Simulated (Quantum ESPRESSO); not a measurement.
# Zn2AlS3F: one run as intended and one with a planted mistake

Simulated, not a measurement. The program is pw.x of Quantum ESPRESSO 7.5 (plane-wave density functional theory). The cell is made up: 7 atoms on a zincblende/diamond lattice with one site empty, with randomly drawn elements, strain and displacements, not relaxed. PseudoDojo standard norm-conserving files (v0.5 for PBE, v0.4.1 for LDA and PBEsol) set the functional; there is no spin polarisation, spin-orbit coupling or dispersion term, and the masses in the input are unused placeholders.

Intended input:

```
&control calculation='scf', pseudo_dir='./dojo.nc.sr.pbe.v0_5.standard.upf', outdir='./o', disk_io='medium', tprnfor=.true., tstress=.true. /
&system ibrav=0, nat=7, ntyp=4, nbnd=40, ecutwfc=84.00895049, nosym=.true., tot_charge=0,
 occupations='smearing', smearing='fd', degauss=0.0018374661
/
&electrons conv_thr=7.350e-09, electron_maxstep=60, /
ATOMIC_SPECIES
Al 1.0 Al.upf
F 1.0 F.upf
S 1.0 S.upf
Zn 1.0 Zn.upf
CELL_PARAMETERS angstrom
5.1366 0.0119 -0.0098
0.0119 5.0878 -0.0797
-0.0098 -0.0797 5.0508
ATOMIC_POSITIONS angstrom
Zn 0.1225 0.0629 0.0364
Zn 2.5741 0.03 2.7285
Al 2.7789 2.6471 -0.0765
S 1.3578 1.2091 1.3935
F 1.3174 3.6644 3.7536
S 3.9072 1.1791 3.7479
S 3.9246 3.8003 1.188
K_POINTS automatic
4 4 4 1 1 1
```

The log is shortened where brackets say so; the opening notice, blank lines, dates and the lines on written files are dropped, and the path of the files is cut. It prints rydbergs, bohrs and kilobars, and counts compression as positive stress. Where no state is partly filled, the Fermi energy that it prints is only some level between the filled and the empty states on the mesh, and need not lie in the true gap.

Log of the intended run:

```
     Program PWSCF v.7.5
     Parallel version (MPI & OpenMP), running on       1 processor cores
     Number of MPI processes:                 1
     Threads/MPI process:                     1
     [start-up lines left out]
     bravais-lattice index     =            0
     lattice parameter (alat)  =       9.7068  a.u.
     unit-cell volume          =     890.5356 (a.u.)^3
     number of atoms/cell      =            7
     number of atomic types    =            4
     number of electrons       =        68.00
     number of Kohn-Sham states=           40
     kinetic-energy cutoff     =      84.0090  Ry
     charge density cutoff     =     336.0358  Ry
     scf convergence threshold =      7.3E-09
     mixing beta               =       0.7000
     number of iterations used =            8  plain     mixing
     Exchange-correlation= PBE
                           (   1   4   3   4   0   0   0)
     [axes and pseudopotential details left out]
   Cartesian axes
     site n.     atom                  positions (alat units)
         1        Zn     tau(   1) = (   0.0238484   0.0122454   0.0070864  )
         2        Zn     tau(   2) = (   0.5011269   0.0058404   0.5311856  )
         3        Al     tau(   3) = (   0.5409974   0.5153386  -0.0148931  )
         4        S      tau(   4) = (   0.2643371   0.2353881   0.2712872  )
         5        F      tau(   5) = (   0.2564720   0.7133870   0.7307525  )
         6        S      tau(   6) = (   0.7606554   0.2295477   0.7296428  )
         7        S      tau(   7) = (   0.7640428   0.7398440   0.2312804  )
     number of k points=    32  Fermi-Dirac smearing, width (Ry)=  0.0018
                       cart. coord. in units 2pi/alat
        k(    1) = (   0.1249510   0.1279341   0.1293852), wk =   0.0625000
        k(    2) = (   0.1254270   0.1319167   0.3836970), wk =   0.0625000
     [further k points left out]
     Dense  grid:    92565 G-vectors     FFT dimensions: (  60,  60,  60)
     Estimated max dynamical RAM per process >     124.76 MB
     Initial potential from superposition of free atoms
     starting charge      67.9972, renormalised to      68.0000
     Starting wfcs are   40 randomized atomic wfcs
     total cpu time spent up to now is        9.0 secs
     per-process dynamical memory:    93.4 Mb
     Self-consistent Calculation
     iteration #  1     ecut=    84.01 Ry     beta= 0.70
     Davidson diagonalization with overlap
     ethr =  1.00E-02,  avg # of iterations =  4.2
     Threshold (ethr) on eigenvalues was too large:
     Diagonalizing with lowered threshold
     Davidson diagonalization with overlap
     ethr =  8.83E-04,  avg # of iterations =  1.0
     total cpu time spent up to now is       44.6 secs
     total energy              =    -956.20435391 Ry
     estimated scf accuracy    <       0.58862219 Ry
     iteration #  2     ecut=    84.01 Ry     beta= 0.70
     Davidson diagonalization with overlap
     ethr =  8.66E-04,  avg # of iterations =  2.8
     total cpu time spent up to now is       63.3 secs
     total energy              =    -956.34071760 Ry
     estimated scf accuracy    <       0.40962423 Ry
     [iterations 3 to 8 left out]
     iteration #  9     ecut=    84.01 Ry     beta= 0.70
     Davidson diagonalization with overlap
     ethr =  1.07E-10,  avg # of iterations =  3.8
     total cpu time spent up to now is      220.3 secs
     total energy              =    -956.43693718 Ry
     estimated scf accuracy    <       0.00000001 Ry
     iteration # 10     ecut=    84.01 Ry     beta= 0.70
     Davidson diagonalization with overlap
     ethr =  1.95E-11,  avg # of iterations =  2.0
     total cpu time spent up to now is      237.2 secs
     End of self-consistent calculation
     [lines on levels left out]
     the Fermi energy is     6.6519 ev
!    total energy              =    -956.43693719 Ry
     estimated scf accuracy    <          1.9E-09 Ry
     smearing contrib. (-TS)   =      -0.00000000 Ry
     internal energy E=F+TS    =    -956.43693719 Ry
     The total energy is F=E-TS. E is the sum of the following terms:
     one-electron contribution =    -860.57894653 Ry
     hartree contribution      =     447.01858540 Ry
     xc contribution           =    -122.18950915 Ry
     ewald contribution        =    -420.68706691 Ry
     convergence has been achieved in  10 iterations
     Forces acting on atoms (cartesian axes, Ry/au):
     atom    1 type  4   force =    -0.00935481   -0.02093126    0.00252746
     atom    2 type  4   force =    -0.04403045   -0.08501209   -0.05694402
     atom    3 type  1   force =    -0.10716391   -0.04911740   -0.01139929
     atom    4 type  3   force =    -0.00314076    0.08172916   -0.04466617
     atom    5 type  2   force =     0.05328475   -0.01238270    0.04071189
     atom    6 type  3   force =     0.07521418    0.07237373    0.01994625
     atom    7 type  3   force =     0.03519100    0.01334056    0.04982388
     Total force =     0.235570     Total SCF correction =     0.000169
     Computing stress (Cartesian axis) and pressure
          total   stress  (Ry/bohr**3)                   (kbar)     P=       76.25
   0.00055813   0.00021731   0.00043819           82.10       31.97       64.46
   0.00021731   0.00048827   0.00041017           31.97       71.83       60.34
   0.00043819   0.00041017   0.00050868           64.46       60.34       74.83
     init_run     :      8.70s CPU      8.83s WALL (       1 calls)
     electrons    :    220.78s CPU    228.21s WALL (       1 calls)
     forces       :      3.03s CPU      3.06s WALL (       1 calls)
     stress       :     15.88s CPU     15.97s WALL (       1 calls)
     [timing details left out]
     PWSCF        :   4m 8.65s CPU   4m16.44s WALL
     JOB DONE.
```

A second run has one planted mistake: the cell and the positions are scaled by a wrong factor. The input lines that differ, file-writing options aside:

```
- 5.1366 0.0119 -0.0098
+ 5.0755 0.0118 -0.0097
- 0.0119 5.0878 -0.0797
+ 0.0118 5.0273 -0.0788
- -0.0098 -0.0797 5.0508
+ -0.0097 -0.0788 4.9907
- Zn 0.1225 0.0629 0.0364
+ Zn 0.121 0.0622 0.036
- Zn 2.5741 0.03 2.7285
+ Zn 2.5435 0.0296 2.696
- Al 2.7789 2.6471 -0.0765
+ Al 2.7458 2.6156 -0.0756
- S 1.3578 1.2091 1.3935
+ S 1.3416 1.1947 1.3769
- F 1.3174 3.6644 3.7536
+ F 1.3017 3.6208 3.7089
- S 3.9072 1.1791 3.7479
+ S 3.8607 1.1651 3.7033
- S 3.9246 3.8003 1.188
+ S 3.8779 3.7551 1.1739
```

Its log:

```
     Program PWSCF v.7.5
     Parallel version (MPI & OpenMP), running on       1 processor cores
     Number of MPI processes:                 1
     Threads/MPI process:                     1
     [start-up lines left out]
     bravais-lattice index     =            0
     lattice parameter (alat)  =       9.5913  a.u.
     unit-cell volume          =     859.1328 (a.u.)^3
     number of atoms/cell      =            7
     number of atomic types    =            4
     number of electrons       =        68.00
     number of Kohn-Sham states=           40
     kinetic-energy cutoff     =      84.0090  Ry
     charge density cutoff     =     336.0358  Ry
     scf convergence threshold =      7.3E-09
     mixing beta               =       0.7000
     number of iterations used =            8  plain     mixing
     Exchange-correlation= PBE
                           (   1   4   3   4   0   0   0)
     [axes and pseudopotential details left out]
   Cartesian axes
     site n.     atom                  positions (alat units)
         1        Zn     tau(   1) = (   0.0238399   0.0122549   0.0070929  )
         2        Zn     tau(   2) = (   0.5011306   0.0058319   0.5311768  )
         3        Al     tau(   3) = (   0.5409886   0.5153361  -0.0148950  )
         4        S      tau(   4) = (   0.2643274   0.2353846   0.2712824  )
         5        F      tau(   5) = (   0.2564662   0.7133846   0.7307424  )
         6        S      tau(   6) = (   0.7606507   0.2295527   0.7296391  )
         7        S      tau(   7) = (   0.7640395   0.7398449   0.2312865  )
     number of k points=    32  Fermi-Dirac smearing, width (Ry)=  0.0018
                       cart. coord. in units 2pi/alat
        k(    1) = (   0.1249504   0.1279338   0.1293874), wk =   0.0625000
        k(    2) = (   0.1254272   0.1319189   0.3837003), wk =   0.0625000
     [further k points left out]
     Dense  grid:    89401 G-vectors     FFT dimensions: (  60,  60,  60)
     Estimated max dynamical RAM per process >     121.16 MB
     Initial potential from superposition of free atoms
     starting charge      67.9972, renormalised to      68.0000
     Starting wfcs are   40 randomized atomic wfcs
     total cpu time spent up to now is        9.3 secs
     per-process dynamical memory:    87.8 Mb
     Self-consistent Calculation
     iteration #  1     ecut=    84.01 Ry     beta= 0.70
     Davidson diagonalization with overlap
     ethr =  1.00E-02,  avg # of iterations =  4.4
     Threshold (ethr) on eigenvalues was too large:
     Diagonalizing with lowered threshold
     Davidson diagonalization with overlap
     ethr =  8.76E-04,  avg # of iterations =  1.0
     total cpu time spent up to now is       48.8 secs
     total energy              =    -956.18756279 Ry
     estimated scf accuracy    <       0.58641206 Ry
     iteration #  2     ecut=    84.01 Ry     beta= 0.70
     Davidson diagonalization with overlap
     ethr =  8.62E-04,  avg # of iterations =  2.8
     total cpu time spent up to now is       67.7 secs
     total energy              =    -956.32696252 Ry
     estimated scf accuracy    <       0.38210621 Ry
     [iterations 3 to 8 left out]
     iteration #  9     ecut=    84.01 Ry     beta= 0.70
     Davidson diagonalization with overlap
     ethr =  9.66E-11,  avg # of iterations =  3.8
     total cpu time spent up to now is      197.3 secs
     total energy              =    -956.41689207 Ry
     estimated scf accuracy    <       0.00000001 Ry
     iteration # 10     ecut=    84.01 Ry     beta= 0.70
     Davidson diagonalization with overlap
     ethr =  1.68E-11,  avg # of iterations =  2.1
     total cpu time spent up to now is      214.6 secs
     End of self-consistent calculation
     [lines on levels left out]
     the Fermi energy is     7.1675 ev
!    total energy              =    -956.41689207 Ry
     estimated scf accuracy    <          1.5E-09 Ry
     smearing contrib. (-TS)   =      -0.00000000 Ry
     internal energy E=F+TS    =    -956.41689207 Ry
     The total energy is F=E-TS. E is the sum of the following terms:
     one-electron contribution =    -852.06512206 Ry
     hartree contribution      =     443.69995206 Ry
     xc contribution           =    -122.29863247 Ry
     ewald contribution        =    -425.75308960 Ry
     convergence has been achieved in  10 iterations
     Forces acting on atoms (cartesian axes, Ry/au):
     atom    1 type  4   force =    -0.00819340   -0.02544249   -0.00196163
     atom    2 type  4   force =    -0.05068481   -0.09813295   -0.05807196
     atom    3 type  1   force =    -0.12258846   -0.05150822   -0.01705071
     atom    4 type  3   force =    -0.00567363    0.09444445   -0.04337902
     atom    5 type  2   force =     0.05224988   -0.01590245    0.03976634
     atom    6 type  3   force =     0.08984930    0.08099908    0.01731419
     atom    7 type  3   force =     0.04504113    0.01554257    0.06338279
     Total force =     0.266234     Total SCF correction =     0.000192
     Computing stress (Cartesian axis) and pressure
          total   stress  (Ry/bohr**3)                   (kbar)     P=      112.72
   0.00081047   0.00025831   0.00052258          119.22       38.00       76.87
   0.00025831   0.00073002   0.00047813           38.00      107.39       70.34
   0.00052258   0.00047813   0.00075819           76.87       70.34      111.53
     init_run     :      8.97s CPU      9.12s WALL (       1 calls)
     electrons    :    198.35s CPU    205.35s WALL (       1 calls)
     forces       :      3.23s CPU      3.30s WALL (       1 calls)
     stress       :     12.29s CPU     12.37s WALL (       1 calls)
     [timing details left out]
     PWSCF        :   3m43.06s CPU   3m50.50s WALL
     JOB DONE.
```

```
                                            intended run  run with the mistake
                          free energy (eV)    -13012.987            -13012.715
                    smearing term -TS (eV)        0.0000                0.0000
                            pressure (GPa)          7.63                 11.27
            largest force component (eV/Å)         2.755                 3.152
largest change of a force component (eV/Å)                               0.397
                                iterations            10                    10
```

For scale, a rerun of the intended cell at 1437 eV and a 6 x 6 x 6 mesh moved values by no more than 0.002 eV in energy, 0.02 GPa in stress and 0.002 eV/Å in force.